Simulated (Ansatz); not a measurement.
SiGe:
```
SiGe
1.0
    3.91972     0.00000     0.00000
    0.00000     3.92555     0.00000
    0.00000     0.00000     5.53403
Si Ge
2 2
Direct
  0.75000   0.00000   0.88024
  0.25000   0.00000   0.11976
  0.25000   0.50000   0.36916
  0.75000   0.50000   0.63084
```

Relaxed with PBEsol. Special points in fractions of this cell's reciprocal vectors: Γ (0.000, 0.000, 0.000); X (0.500, 0.000, 0.000); S (0.500, 0.500, 0.000); Y (0.000, 0.500, 0.000); Z (0.000, 0.000, 0.500); U (0.500, 0.000, 0.500); R (0.500, 0.500, 0.500); T (0.000, 0.500, 0.500).

Question: List the band energies nearest the valence-band maximum at these points for the program Ansatz at the PBEsol level (PAW).

Answer: In eV from the valence-band maximum; about four levels below and three above (degenerate sets whole), none deeper than 8.9 eV; points with the same levels are listed once.

| k | below | above |
|---|---|---|
| Γ | -3.06 -0.14 -0.06 0.00 | 0.48 0.69 1.62 |
| X | -3.89 -3.89 -1.50 -1.50 | 2.13 2.13 4.56 4.56 |
| S | -3.09 -3.09 -2.96 -2.96 | 0.29 0.29 0.92 0.92 |
| Y | -3.98 -3.81 -1.76 -1.21 | 1.80 2.49 4.52 |
| Z | -2.29 -2.08 -2.02 -1.77 | 0.65 1.16 2.85 |
| U | -1.38 -1.38 -1.34 -1.34 | 0.74 0.74 3.40 3.40 |
| R | -4.01 -4.01 -3.93 -3.93 | 4.17 4.17 4.41 4.41 |
| T | -1.69 -1.39 -1.31 -1.02 | 0.30 1.20 3.06 |

Space group Pmma. The start of the workflow was typed in or built on a structure type; neither database checked (COD, Materials Project) lists it. Its standing as an ambient phase is unchecked. The cell was relaxed with PBEsol under the symmetry of its start; its stability against distortions is not shown here. Spin–orbit coupling is left out wherever it is not named.

Potentials: the earlier of the program's two PAW sets. The files were generated under PBE; for other functionals the program regenerates the frozen cores, and for LDA and PBEsol the local potential too.
